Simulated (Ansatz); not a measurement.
Ti₄H₃NS₈:
```cif
data_H3NS8Ti4
_chemical_formula_sum 'S8 Ti4 N1 H3'
_space_group_name_H-M_alt 'P 1'
_space_group_IT_number 1
_cell_length_a 6.83264
_cell_length_b 6.83264
_cell_length_c 8.63785
_cell_angle_alpha 90.000
_cell_angle_beta 90.000
_cell_angle_gamma 120.000
loop_
_space_group_symop_operation_xyz
  'x, y, z'
loop_
_atom_site_label
_atom_site_type_symbol
_atom_site_fract_x
_atom_site_fract_y
_atom_site_fract_z
_atom_site_occupancy
S1 S 0.33364 0.16682 0.02657 1
S2 S 0.33333 0.66667 0.02530 1
S3 S 0.83318 0.16682 0.02657 1
S4 S 0.83318 0.66636 0.02657 1
Ti1 Ti 0.00000 0.00000 0.18900 1
Ti2 Ti 0.00117 0.50058 0.18975 1
Ti3 Ti 0.49942 0.99883 0.18975 1
Ti4 Ti 0.49942 0.50058 0.18975 1
S5 S 0.16661 0.33323 0.35078 1
S6 S 0.16661 0.83339 0.35078 1
S7 S 0.66667 0.33333 0.35163 1
S8 S 0.66677 0.83339 0.35078 1
N1 N 0.00000 0.00000 0.66761 1
H1 H 0.15831 0.07916 0.71234 1
H2 H 0.92084 0.07916 0.71234 1
H3 H 0.92084 0.84169 0.71234 1
```

Relaxed with r²SCAN+D4. 

Question: HSE06 on this cell (Ansatz, a quantum-chemistry and plane-wave program, PAW) gives a gap of 0.81 eV. What does r²SCAN+D4 give?

Answer: 0.32 eV.

Cost on shared cores: the r²SCAN+D4 run (SCF on a 5×5×4 mesh, then bands and DOS) around 7 core-minutes (rough), the HSE06 run (SCF on 3×3×2, then a few points) roughly 10 core-minutes; the tasks are unlike.

Space group P3m1. The cell is a constructed one: a structure type filled with these elements; neither database checked (COD, Materials Project) lists it. Whether it is the stable phase at ambient conditions was not checked. Symmetry was held in the r²SCAN+D4 relaxation; its stability against distortions is not shown here. The run is not spin-polarised.

Potentials: the later of the program's two PAW sets.

Ansatz is a plane-wave DFT program.
